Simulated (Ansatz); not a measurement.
**La₂Ir: relaxed-ion elastic tensor**

Method: DFT PBE, scalar-relativistic, plane waves, PAW (Ansatz 0.2.0). Plane waves to 420 eV; Γ-centred k mesh 12×12×8; Fermi-Dirac smearing of 0.15 eV. No spin polarisation.

Relaxed structure:
```
La Ir
1.0
     4.26044    0.00000    0.00000
    -2.13022    3.68965    0.00000
     0.00000    0.00000    6.70101
La Ir
2 1
Cartesian
  0.0000 2.4598 1.4987
  2.1302 1.2299 5.2023
  0.0000 0.0000 0.0000
```

The structure comes from a generated guess, relaxed at this level; another structure or a mixture of phases may lie lower. In a metal, frequencies and elastic constants depend on the k mesh and the smearing, soft modes and shear constants most. Spin–orbit coupling is left out, which matters for heavy elements.

Question: Give the relaxed-ion elastic constants (GPa, Voigt order xx yy zz yz xz xy, on the Cartesian axes of the cell above).

Answer:
C11 = 65.1, C12 = 24.1, C13 = 12.6, C14 = -3.4, C22 = 65.1, C23 = 12.6, C24 = 3.4, C33 = 25.7, C44 = 6.2, C55 = 6.2, C56 = -3.4, C66 = 20.5 GPa; the others vanish.

Question: Is the crystal stable against homogeneous strain?

Answer: Too close to call: the least eigenvalue is 5.4 GPa, within what the k mesh leaves open in a metal.
